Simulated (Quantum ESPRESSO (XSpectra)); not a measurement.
The core hole at the Mg K edge of MgH2 (P4₂/mnm)

```
MgH2
1.0
    4.47669     0.00000     0.00000
    0.00000     4.47669     0.00000
    0.00000     0.00000     2.99254
Mg H
2 4
Direct
  0.50000   0.50000   0.50000
  0.00000   0.00000   0.00000
  0.69557   0.69557   0.00000
  0.30443   0.30443   0.00000
  0.80443   0.19557   0.50000
  0.19557   0.80443   0.50000
```

Geometry: Materials Project entry mp-23710 (a computed structure). The cell is the entry's, not relaxed again.

Absorber: atom 1, Mg on Wyckoff site a (site symmetry m.mm), with 2 H at 1.93 Å, 4 H at 1.94 Å.

Method: LDA, no, half or full core hole, dipole K-edge X-ray absorption, plane waves, Troullier-Martins potentials made with ld1.x and PseudoDojo potentials for the other elements (Perdew-Zunger form enforced), scalar-relativistic, no spin, constant broadening (Quantum ESPRESSO (XSpectra)).

Full-hole run: 36-atom cell (absorber images 7.0 Å apart), 59 Ry, k meshes 2×2×2 (SCF) and 3×3×3 (spectrum), Lorentzian half width 0.7 eV. The ground-state test found a gap, so occupations are fixed and the excited electron is left out (charged cell on a uniform background); energies count from the highest occupied level. Field directions run: x; z, weighted by the site's symmetry in the crystal. Intensities are scaled to a mean of 1 over 0–35 eV.

The half-hole run shares these settings; the run without a hole takes the primitive cell with a 5×5×7 mesh.

| core hole | mean 0–10 eV | mean 10–20 eV | mean 20–30 eV | highest value below 30 eV |
|---|---|---|---|---|
| none (primitive cell) | 0.56 | 1.34 | 1.08 | 1.4 |
| half | 0.75 | 1.30 | 0.98 | 1.4 |
| full | 1.01 | 1.18 | 0.89 | 1.7 |

From no hole to a full hole the mean over the first 10 eV goes from 0.56 through 0.75 to 1.01: the hole pulls absorption towards the edge. For scale, a 84-atom cell moves the full-hole means to 1.04, 1.15, 0.89. Each run counts from its own energy zero.
